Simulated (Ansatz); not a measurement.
SrGaGeH in space group P3m1 (No. 156; Sr on 1b, Ga on 1c, Ge on 1a, H on 1c) at seven volumes, PBEsol (plane waves, PAW; program Ansatz), shape and atoms relaxed at each. One row is withheld.

```csv
V (Å³/atom),P (GPa)
16.879,5.44
17.436,3.36
17.992,1.57
18.549,0.00
19.105,-1.34
19.662,?
20.218,-3.52
```

Question: Fit the shown pressures and predict the withheld one.

Answer: Third-order Birch–Murnaghan: P = (3/2)B₀(x^(7/2) − x^(5/2))[1 + (3/4)(B′ − 4)(x − 1)] with x = (V₀/V)^(2/3). Least squares on the six rows gives V₀ = 18.552 Å³/atom, B₀ = 48.18 GPa, B′ = 3.78. At V = 19.662, x = 0.9620 and P = -2.51 GPa. The run itself gave -2.51 GPa.

The workflow started from a Materials Project entry (that database holds measured and hypothetical structures alike); the Crystallography Open Database files this formula in space group No. 156, but the cells were not matched. Whether it is the stable phase at ambient conditions was not checked. Symmetry was held in the PBEsol relaxation; its stability against distortions is not shown here.

Potentials: the later of the program's two PAW sets.
